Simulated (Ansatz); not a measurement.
## SiC with vanadium replacing Si: do the settings matter for the field gradients?

This input was run with Ansatz:

```yaml
crystal:
  lattice:
    - [6.152, 0.0, 0.0]
    - [-3.076, 5.327788284, 0.0]
    - [0.0, 0.0, 10.096]
  atoms:
    - { symbol: V, position: [0.1666666666, 0.3333333334, 0.0] }
    - { symbol: Si, position: [0.1666666666, 0.3333333334, 0.5] }
    - { symbol: Si, position: [0.1666666666, 0.8333333334, 0.0] }
    - { symbol: Si, position: [0.1666666666, 0.8333333334, 0.5] }
    - { symbol: Si, position: [0.6666666666, 0.3333333334, 0.0] }
    - { symbol: Si, position: [0.6666666666, 0.3333333334, 0.5] }
    - { symbol: Si, position: [0.6666666666, 0.8333333334, 0.0] }
    - { symbol: Si, position: [0.6666666666, 0.8333333334, 0.5] }
    - { symbol: Si, position: [0.3333333334, 0.1666666666, 0.25] }
    - { symbol: Si, position: [0.3333333334, 0.1666666666, 0.75] }
    - { symbol: Si, position: [0.3333333334, 0.6666666666, 0.25] }
    - { symbol: Si, position: [0.3333333334, 0.6666666666, 0.75] }
    - { symbol: Si, position: [0.8333333334, 0.1666666666, 0.25] }
    - { symbol: Si, position: [0.8333333334, 0.1666666666, 0.75] }
    - { symbol: Si, position: [0.8333333334, 0.6666666666, 0.25] }
    - { symbol: Si, position: [0.8333333334, 0.6666666666, 0.75] }
    - { symbol: C, position: [0.1666666666, 0.3333333334, 0.1925] }
    - { symbol: C, position: [0.1666666666, 0.3333333334, 0.6925] }
    - { symbol: C, position: [0.1666666666, 0.8333333334, 0.1925] }
    - { symbol: C, position: [0.1666666666, 0.8333333334, 0.6925] }
    - { symbol: C, position: [0.6666666666, 0.3333333334, 0.1925] }
    - { symbol: C, position: [0.6666666666, 0.3333333334, 0.6925] }
    - { symbol: C, position: [0.6666666666, 0.8333333334, 0.1925] }
    - { symbol: C, position: [0.6666666666, 0.8333333334, 0.6925] }
    - { symbol: C, position: [0.3333333334, 0.1666666666, 0.4425] }
    - { symbol: C, position: [0.3333333334, 0.1666666666, 0.9425] }
    - { symbol: C, position: [0.3333333334, 0.6666666666, 0.4425] }
    - { symbol: C, position: [0.3333333334, 0.6666666666, 0.9425] }
    - { symbol: C, position: [0.8333333334, 0.1666666666, 0.4425] }
    - { symbol: C, position: [0.8333333334, 0.1666666666, 0.9425] }
    - { symbol: C, position: [0.8333333334, 0.6666666666, 0.4425] }
    - { symbol: C, position: [0.8333333334, 0.6666666666, 0.9425] }
total_charge: 1
kpoints:
  mp_grid: { grid: [2, 2, 1] }
scf:
  occupations: { method: fermi_dirac, width: 0.2 }
hamiltonian:
  xc: pbe
  pseudopotentials: { kind: paw }
output:
  forces: true
  stress: true
  populations: true
  efg: { quadrupole_moments_barn: { V: -0.052 }, contact_densities: true }
```

It converged. Of its output the block on the nuclei alone is shown, without the SCF iterations, energies, forces and stress (one atom of each set, the first 14 sets):

```
--- PAW observables at the nuclei: V_zz in 10²¹ V/m², potentials from the cell's mean, atoms counted from 1 ---
  atom   1  V  V_zz =    +1.598825   η = 0.0000   by run symmetry: allowed   C_q = -2.0103 MHz
            electrostatic potential = -2691.426359 V   contact ρ = 66019.480280 e/Å³
  atom   2  Si V_zz =    +2.193476   η = 0.0000   by run symmetry: allowed
            electrostatic potential = -1362.485787 V   contact ρ = 12806.780874 e/Å³
  atom   3  Si V_zz =    -1.443627   η = 0.1064   by run symmetry: allowed
            electrostatic potential = -1361.983495 V   contact ρ = 12806.952865 e/Å³
  atom   4  Si V_zz =    +2.213272   η = 0.0150   by run symmetry: allowed
            electrostatic potential = -1362.487046 V   contact ρ = 12806.745878 e/Å³
  atom   9  Si V_zz =    -1.400376   η = 0.8721   by run symmetry: allowed
            electrostatic potential = -1362.267119 V   contact ρ = 12806.755433 e/Å³
  atom  10  Si V_zz =    +3.288920   η = 0.0155   by run symmetry: allowed
            electrostatic potential = -1362.205932 V   contact ρ = 12806.752237 e/Å³
  atom  15  Si V_zz =    +1.701812   η = 0.0000   by run symmetry: allowed
            electrostatic potential = -1362.430238 V   contact ρ = 12806.713562 e/Å³
  atom  16  Si V_zz =    +1.967026   η = 0.0000   by run symmetry: allowed
            electrostatic potential = -1362.385549 V   contact ρ = 12806.698814 e/Å³
  atom  17  C  V_zz =    -0.573223   η = 0.0000   by run symmetry: allowed
            electrostatic potential = -418.811476 V   contact ρ = 867.579820 e/Å³
  atom  18  C  V_zz =    +0.293718   η = 0.0000   by run symmetry: allowed
            electrostatic potential = -418.966665 V   contact ρ = 866.813565 e/Å³
  atom  19  C  V_zz =    +0.604384   η = 0.3852   by run symmetry: allowed
            electrostatic potential = -418.942054 V   contact ρ = 866.772005 e/Å³
  atom  20  C  V_zz =    +0.704670   η = 0.1745   by run symmetry: allowed
            electrostatic potential = -418.917238 V   contact ρ = 866.852624 e/Å³
  atom  25  C  V_zz =    +0.535352   η = 0.1951   by run symmetry: allowed
            electrostatic potential = -419.057766 V   contact ρ = 866.743725 e/Å³
  atom  26  C  V_zz =    -0.700388   η = 0.3227   by run symmetry: allowed
            electrostatic potential = -418.708428 V   contact ρ = 867.929997 e/Å³
```

**Question.** Can these gradients be trusted, and how do they compare with a run on standard settings?

**Answer.** Not as converged values. Against the standard input the change is `kpoints.mp_grid.grid`: [4, 4, 2] → [2, 2, 1]; `scf.occupations.width`: 0.01 → 0.2. A site carries the number of its first atom; V_zz in 10²¹ V/m².

| site | atom | V_zz standard | η standard | V_zz here | η here |
| --- | --- | --- | --- | --- | --- |
| V | 1 | 2.09 | 0.00 | 1.60 | 0.00 |
| Si2 | 2 | 1.92 | 0.00 | 2.19 | 0.00 |
| Si3 | 3 | -1.38 | 0.10 | -1.44 | 0.11 |
| Si4 | 4 | 2.06 | 0.04 | 2.21 | 0.01 |
| Si9 | 9 | 1.38 | 0.93 | -1.40 | 0.87 |
| Si10 | 10 | 3.38 | 0.01 | 3.29 | 0.02 |
| Si15 | 15 | 1.50 | 0.00 | 1.70 | 0.00 |
| C17 | 17 | -0.64 | 0.00 | -0.57 | 0.00 |
| C20 | 20 | 0.38 | 0.53 | 0.70 | 0.17 |
| C26 | 26 | -0.68 | 0.16 | -0.70 | 0.32 |
| C31 | 31 | 0.46 | 0.00 | 0.65 | 0.00 |
| C32 | 32 | -0.065 | 0.00 | 0.19 | 0.00 |

The largest change of V_zz along a kept axis is on V, from 2.09 to 1.60. In per cent, |V_zz| changes by -23 on V, -3 to +14 on Si, -10 to +2 on C (all sites that start above 0.5, bar those whose gradient vanishes or changes sign or whose main axis turns by over 40°). Where |V_zz| stays above 0.1 and the axes keep their order, η moves most on C20, from 0.53 to 0.17. On Si3 V_xx and V_yy change places (or their axes turn by over 50°), so the two values of η hide a larger change. V_zz changes sign on C32 (same axis). On Si9 the largest principal value lies along another axis in the second run, so the two V_zz can't be compared directly. The table leaves out 4 of the 16 sites, with |V_zz| up to 1.97; their tensors move by 0.17 at most along any direction. The statements above cover all sites. SCF iterations: 7 and 7. In the changed run the k-mesh is coarser than the standard one and the smearing of 0.20 eV is wide against a gap of 1.0 eV, so its values aren't converged ones.

On the reference run: The defect repeats with the cell of 32 atoms, so it feels its images: sites between two images don't show the values beside a lone defect, and zeros or small values of η there can come from the images' arrangement. C and Si carry a gradient in the pure host already, so the values there aren't the defect's effect alone. A uniform background compensates the cell's charge. The cell keeps the host's lattice, where the PBE pressure is 8 GPa (in a charged cell this depends on the convention for the mean potential). The neighbours have not yet relaxed around the defect (largest force 1.5 eV/Å), so a real crystal will differ.
